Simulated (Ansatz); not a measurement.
Data:

As (A7 type, space group R-3m)

```
CELL_PARAMETERS angstrom
      1.89202     1.09236     3.36884
     -1.89202     1.09236     3.36884
      0.00000    -2.18472     3.36884
ATOMIC_POSITIONS crystal
  As 0.23031 0.23031 0.23031
  As 0.76969 0.76969 0.76969
```

Scan: atom 2 (As, nearest neighbour As at 2.535 Å; its periodic images, 3.8 Å or more away, move with it) is displaced along Cartesian [110], direction (0.707, 0.707, 0.000) in Cartesian axes, by s. The other atoms stay.

Method: PBE-D3(BJ) (plane waves to 420 eV, PAW, scalar-relativistic; Ansatz, a quantum-chemistry and plane-wave program). k mesh 9×9×9 (Γ-centred), Fermi-Dirac smearing 0.05 eV. Energies are smeared free energies. With partly filled bands, energies and forces of such displacements shift with the k mesh and the smearing. As was relaxed with its symmetry unable to fall. The PAW data are Ansatz's earlier set. The zero of ΔE is the undisplaced structure.

The scan covers s from -0.250 to 0.250 Å in 11 points.

Question: Is this a single well or a double well?

Answer: A single well with its minimum at or next to zero displacement.

Question: Is the energy the same for displacements of ±0.250 Å, and if not, which side lies higher?

Answer: Not even: the negative side lies higher at ±0.250 Å. With its periodic images moving along, the atom's site symmetry in this cell is 3m.

Question: What force acts on the atom along the line at s = -0.250 Å?

Answer: 1.21 eV/Å.

(For displaced atoms, the force is minus the slope of the energy, and its curvature is a force constant, which sets phonon frequencies.)
